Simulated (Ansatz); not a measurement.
Relax this structure to zero stress and force, keeping its symmetry:

```yaml
crystal:
  lattice:
    - [3.01129, 0.00000, 0.00000]
    - [0.00000, 3.01129, 0.00000]
    - [0.00000, 0.00000, 3.01129]
  atoms:
    - { symbol: Ti, position: [0.50000, 0.50000, 0.50000] }
    - { symbol: Ni, position: [0.00000, 0.00000, 0.00000] }
```

Theory: DFT LDA, scalar-relativistic, plane waves, PAW in Ansatz.

Plane waves to 420 eV, a k mesh through Γ of 14×14×14 on the computed 2-atom cell and Gaussian smearing (0.10 eV); no spin polarisation.

What does it relax to?

The volume goes down by 0.97 Å³/atom to 12.68 Å³/atom, and the energy falls by 38.7 meV/atom. Final structure:
Space group Pm-3m (No. 221). a = 2.938 Å, b = 2.938 Å, c = 2.938 Å, α = 90.00°, β = 90.00°, γ = 90.00°
| atom | site | symmetry | x | y | z |
| --- | --- | --- | --- | --- | --- |
| Ti | 1b | m-3m | 0.5000 | 0.5000 | 0.5000 |
| Ni | 1a | m-3m | 0.0000 | 0.0000 | 0.0000 |

Spin polarisation was left out, and a magnetic state may lie lower.

Cost: 1 run of about 0.25 core-minutes, on Arm Neoverse V2 (shared hosts).